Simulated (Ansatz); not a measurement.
**LaP, a database entry at a rescaled volume**

```xyz
2
Lattice="0.0000 2.9917 2.9917 2.9917 0.0000 2.9917 2.9917 2.9917 0.0000" Properties=species:S:1:pos:R:3 pbc="T T T"
La    0.0000    0.0000    0.0000
P     2.9917    2.9917    2.9917
```

The numbers come from plane-wave PAW DFT (Ansatz): r2SCAN, no spin polarisation, 500 eV, 10×10×10 Γ-centred k points, fermi-dirac occupations (width 0.1 eV). Nothing was relaxed.

**Electronic structure.** It is a semimetal on this mesh, with about 0.035 states/eV a cell as the mean within 0.25 eV of the Fermi level, mostly P p (46 %) and La d (41 %).
**Forces.** The forces vanish by the symmetry of the sites.
**Contacts.** La–P at 2.99 Å: least valence density 0.24 e/Å³ and ELF 0.25 there. Both are smooth PAW fields, read partly inside the augmentation spheres.
**Stress.** The pressure is 3.6 GPa (compression positive), so with the atoms held at these fractions the cell would first expand.
**Charges.** Bader charges in e: La +1.70, P -1.70. In the mean La gives up most and P takes most.
**Formation energy.** -1.81 eV an atom against the elements' usual phases (free molecules for gases, crystals otherwise, with no correction for O₂ or N₂), so it is bound against them; other compounds may still compete. Relaxing would lower it.

Origin: a database entry at a rescaled volume. Caveats: f levels without a U or exact exchange are poorly placed.
